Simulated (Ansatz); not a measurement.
Input file for Ansatz (an electronic-structure program):

Ansatz 0.2 input:
```yaml
crystal:
  lattice:
    - [0.0, 4.2013489603, 4.2013489603]
    - [4.2013489603, 0.0, 4.2013489603]
    - [4.2013489603, 4.2013489603, 0.0]
  atoms:
    - { symbol: Rb, position: [0.75, 0.75, 0.75] }
    - { symbol: Rb, position: [0.25, 0.25, 0.25] }
    - { symbol: Na, position: [0.5, 0.5, 0.5] }
    - { symbol: Ga, position: [0.0, 0.0, 0.0] }
    - { symbol: F, position: [0.7726099307, 0.2273900693, 0.2273900693] }
    - { symbol: F, position: [0.2273900693, 0.7726099307, 0.7726099307] }
    - { symbol: F, position: [0.2273900693, 0.7726099307, 0.2273900693] }
    - { symbol: F, position: [0.7726099307, 0.2273900693, 0.7726099307] }
    - { symbol: F, position: [0.2273900693, 0.2273900693, 0.7726099307] }
    - { symbol: F, position: [0.7726099307, 0.7726099307, 0.2273900693] }
kpoints:
  mp_grid: { grid: [5, 5, 5] }
basis: { xc_grid: 2 }
hamiltonian:
  xc: pbesol
  pseudopotentials: { kind: paw }
scf:
  occupations: { method: fixed }
output:
  optics: { e_range: [0.0, 15.0], de: 0.05, sigma: 0.1, bands: { spectra_wanted_up_to: 12 eV } }
```

Output (shortened):

```
output.optics: the spectra are integrated over the Brillouin zone by k·p interpolation around the k-points, where levels, occupations, output.optics.sigma and …
Pseudopotential: Rb, paw, valence charge 9
Pseudopotential: Na, paw, valence charge 9
Pseudopotential: Ga, paw, valence charge 13
Pseudopotential: F, paw, valence charge 7
Functional definition: PBEsol
Crystal: 10 atoms, lattice volume = 148.319 Å³
Basis set: ecut = 420 eV, 2891 PW (Γ), exchange–correlation on 80×80×80 points (8 copies of the dense FFT grid, shifted against one another)
Bands: 51, of which v1, the nominal top of the filled ones, is band 41 counted from 1 (40 counted from 0)
Symmetry: 48 space group operations
Space group: Fm-3m (ITA 225), of the structure as read, at distance tolerance 5.3e-5 Å
k-points: 10 of 125
SCF iter   1: F=—  HF=-16467.330095 eV  |F-HF|=—  |Δ(HF+E_count)|=         —  Δρ=1.28e-2  dr2=1.51e-1  ethr=1.77e-3  ⟨swp⟩=5.0  Hψ=1907  notcnv=0  defer=70
preconditioner: auto → Resta (q_TF=auto, 2.472 Å⁻¹)
SCF iter   2: F=—  HF=-16467.285133 eV  |F-HF|=—  |Δ(HF+E_count)|=   4.50e-2  Δρ=2.31e-3  dr2=2.89e-3  ethr=1.85e-4  ⟨swp⟩=2.0  Hψ=960  notcnv=0  defer=79
SCF iter   3: F=—  HF=-16467.284722 eV  |F-HF|=—  |Δ(HF+E_count)|=   4.11e-4  Δρ=7.79e-4  dr2=6.23e-4  ethr=3.53e-6  ⟨swp⟩=2.0  Hψ=787  notcnv=0  defer=79
SCF iter   4: F=—  HF=-16467.284856 eV  |F-HF|=—  |Δ(HF+E_count)|=   1.34e-4  Δρ=2.70e-4  dr2=5.93e-5  ethr=7.60e-7  ⟨swp⟩=2.0  Hψ=783  notcnv=0  defer=79
SCF iter   5: F=—  HF=-16467.284736 eV  |F-HF|=—  |Δ(HF+E_count)|=   1.20e-4  Δρ=6.42e-5  dr2=3.81e-6  ethr=7.24e-8  ⟨swp⟩=2.0  Hψ=739  notcnv=0  defer=46
SCF iter   6: F=—  HF=-16467.284743 eV  |F-HF|=—  |Δ(HF+E_count)|=   6.81e-6  Δρ=1.75e-5  dr2=3.31e-7  ethr=4.64e-9  ⟨swp⟩=2.0  Hψ=827  notcnv=0  defer=40
SCF iter   7: F=—  HF=-16467.284743 eV  |F-HF|=—  |Δ(HF+E_count)|=   6.82e-7  Δρ=3.18e-6  dr2=1.18e-8  ethr=4.03e-10  ⟨swp⟩=2.0  Hψ=882  notcnv=0  defer=41
SCF iter   8: F=—  HF=-16467.284743 eV  |F-HF|=—  |Δ(HF+E_count)|=   3.88e-8  Δρ=5.77e-7  dr2=4.04e-10  ethr=1.44e-11  ⟨swp⟩=2.0  Hψ=872  notcnv=0  defer=41
SCF iter  10: F=-16467.284743 eV  HF=-16467.284743 eV  |F-HF|=0.00e0  |Δ(HF+E_count)|=  4.00e-11  Δρ=2.36e-8  dr2=9.51e-13  ethr=1.00e-12  ⟨swp⟩=12.5  Hψ=2137  notcnv=0
SCF 1 converged in 10 iterations: F = -16467.284743 eV  dr2 = 9.51e-13
NSCF: frozen V_eff on 10 k-points
Optics k sum: 0 of 10 k-points
Optics k sum: 1 of 10 k-points
Optics k sum: 2 of 10 k-points
Optics k sum: 3 of 10 k-points
Optics k sum: 4 of 10 k-points
Optics k sum: 5 of 10 k-points
Optics k sum: 6 of 10 k-points
Optics k sum: 7 of 10 k-points
Optics k sum: 8 of 10 k-points
Optics k sum: 9 of 10 k-points
Optics k sum: 10 of 10 k-points
Optics k sum: 0 of 10 k-points
Optics k sum: 1 of 10 k-points
Optics k sum: 2 of 10 k-points
Optics k sum: 3 of 10 k-points
Optics k sum: 4 of 10 k-points
Optics k sum: 5 of 10 k-points
Optics k sum: 6 of 10 k-points
Optics k sum: 7 of 10 k-points
Optics k sum: 8 of 10 k-points
Optics k sum: 9 of 10 k-points
Optics k sum: 10 of 10 k-points
NSCF: frozen V_eff on 1 k-points
NSCF: frozen V_eff on 1 k-points
NSCF: frozen V_eff on 1 k-points
NSCF: frozen V_eff on 1 k-points
output.optics: what the bands over the 76 summed would add to eps1, eps2 and the energy-loss function is held between a lower and an upper bound (8 Lanczos …
SCF converged after 10 iterations
Free energy (F): -16467.284743 eV
Harris-Foulkes:  -16467.284743 eV  (|F-HF|=0.00e0)
Internal energy: -16467.284743 eV  (E = F + TS)
E sigma→0 (E₀):  -16467.284743 eV
Fermi energy:    2.224487 eV
--- Per-component energies (eV) ---
  E_band       = -575.305173
  E_kinetic    = 1863.259431
  E_local      = -8252.442339  (includes V_loc(G=0)·N_el)
  E_nonlocal   = 1345.413954
  E_hartree    = 3200.925145
  E_xc         = -837.733908
  E_vxc        = -990.041100  (∫ρ·V_xc dr)
  E_paw        = -8516.345847  (= ΣΔE_a)
  E_vpaw       = -943.357369  (= ΣTr[D̂ρ^β])
  E_aug_tail   = 0.011948  (compensation charges beyond the density's cutoff)
  E_ewald      = -5271.792797
  E_core_change = 1.419669  (= ΣΔE_core)
  E_smearing   =  0.000000  (= −TS)
  E_closure    = 0.000000  (closes the sum)
  Σ components = -16467.284743   (vs F -16467.284743, Δ=0.00e0)
  [band-id]    e_kinetic+e_local+e_nonlocal+2·e_hartree+e_vxc+e_vpaw+e_augmentation_tail = -575.305185   (vs E_band -575.305173, Δ=-1.20e-5)
--- Band table (eV; the first three rows and the last of 10) ---
  k-point 0: bands = ["-44.5607", "-20.0192", "-19.8979", "-17.7966", "-17.4415", "-17.4415", "-17.4415", "-17.2019", "-17.2019", "-16.5149", "-16.5149", "-16.5149", "-8.5730", "-8.5730", "-8.5730", "-8.5031", "-8.5031", "-4.4056", "-4.4056", "-4.4056", …
  k-point 1: bands = ["-44.5607", "-20.0017", "-19.9037", "-17.8338", "-17.4254", "-17.4254", "-17.4084", "-17.2241", "-17.2241", "-16.5362", "-16.5101", "-16.5101", "-8.5721", "-8.5721", "-8.5709", "-8.5044", "-8.5044", "-4.3584", "-4.3584", "-4.3073", …
  k-point 2: bands = ["-44.5607", "-19.9618", "-19.9243", "-17.8869", "-17.3880", "-17.3880", "-17.3603", "-17.2710", "-17.2710", "-16.5725", "-16.5026", "-16.5026", "-8.5708", "-8.5708", "-8.5676", "-8.5063", "-8.5063", "-4.2517", "-4.2517", "-4.1612", …
  k-point 9: bands = ["-44.5607", "-19.9463", "-19.9268", "-17.8660", "-17.4415", "-17.4146", "-17.3571", "-17.3013", "-17.2338", "-16.5344", "-16.5137", "-16.5067", "-8.5692", "-8.5685", "-8.5678", "-8.5177", "-8.5053", "-4.2377", "-4.1910", "-4.1789", …
```

Cost: very roughly 70 core-seconds on shared cores.

The first step of the workflow began from a Materials Project structure, measured or hypothetical; the Crystallography Open Database copy checked does not list it. Whether it is the stable phase at ambient conditions was not checked. The cell was relaxed with PBEsol under the symmetry of its start; whether a distortion lowers the energy is not shown. Scalar-relativistic: spin–orbit coupling is off unless named, which matters more the heavier the elements.

Potentials: the later of the program's two PAW sets.

Ansatz is a plane-wave DFT program.
